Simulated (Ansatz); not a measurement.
# Slab of rocksalt TePb (100), 3 layers

The slab is cut from the rocksalt crystal, which needn't be the stable phase, as relaxed on PAW files (32.47 Å³/atom), with 16 Å of vacuum and a dipole correction:

```xyz
6
Lattice="4.5119 0.0000 0.0000 0.0000 4.5119 0.0000 0.0000 0.0000 22.3808" Properties=species:S:1:pos:R:3 pbc="T T T"
Pb    1.1280    1.1280    8.0000
Te    3.3839    3.3839    8.0000
Pb    3.3839    3.3839   11.1904
Te    1.1280    1.1280   11.1904
Pb    1.1280    1.1280   14.3808
Te    3.3839    3.3839   14.3808
```

Computed with Ansatz 0.2.0; functional LDA, scalar-relativistic. Settings: a Γ-centred 7×7×1 k mesh, Fermi–Dirac smearing of 0.02 eV, no spin polarisation. Methods: LAPW: all electrons, basis error target 1 meV/atom; PAW: frozen-core files, cutoff 420 eV.

The bulk energy comes from a cell in the slab's orientation on a 7×7×5 mesh. The surface energy is (E(slab) − N·E(bulk))/2A at zero smearing, the mean of both faces; thin slabs carry quantum-size effects.

Spin–orbit coupling is left out, which matters for the heavy atoms. The PAW files were made under PBE.

Problem. As cut, the LAPW slab lies 0.900 eV above 6 atoms of bulk. What surface energy is that?

Solution. Over two faces of 20.36 Å² it is 22.1 meV/Å², and times 16.02 J/m² per eV/Å² that gives γ = 0.354 J/m².

Problem. What do relaxation and the other method give?

Solution. 

```
method  γ as cut (J/m²)  γ relaxed (J/m²)
  LAPW            0.354             0.329
   PAW            0.354             0.329
```

Problem. How do the spacings between the planes relax?

Solution. From the bottom face up: d12 -2.8 % of 3.190 Å, d23 -2.8 % of 3.190 Å. The outer plane rumples by 0.097 Å.

Problem. Where do the band edges lie?

Solution. On the k mesh: gap 0.94 eV, valence top 4.81 eV below the vacuum level.

Problem. What changes if relativity is switched off, at the same positions?

Solution. LAPW then gives: gap 0.27 eV, valence top 4.18 eV below the vacuum level.

Problem. A core hole in the 4f shell of Pb is made on one Pb atom of each kind in every 1×1 cell (PAW hole dataset, neutral cell, valence without spin). What does it cost by layer?

Solution. layer 1 138.21 eV, layer 2 138.18 eV. Shifts between layers mean more than the absolute values, and a whole layer of holes screens otherwise than one hole.
